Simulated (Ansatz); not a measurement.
KCd4As3 in space group R-3m (No. 166; Pearson symbol hR8) under volume change, plane-wave PAW PBEsol (Ansatz code), shape and atoms relaxed at each volume.

```tsv
V (Å³/atom)	E − E(relaxed) (meV/atom)	P (GPa)
23.326	28.1	4.28
24.095	11.7	2.60
24.864	2.8	1.19
25.633	0.0	0.00
26.402	2.5	-1.00
27.171	9.3	-1.83
27.940	19.8	-2.52
```

Question: What does a third-order Birch–Murnaghan fit give for V₀, B₀ and B′?

Answer: V₀ = 25.63 Å³/atom, B₀ = 36.1 GPa, B′ = 4.8.

The workflow started from an entry of the Crystallography Open Database (COD, 200 K). Whether it is the stable phase at ambient conditions was not checked. Symmetry was held in the PBEsol relaxation; its stability against distortions is not shown here.

Potentials: the later of the program's two PAW sets.
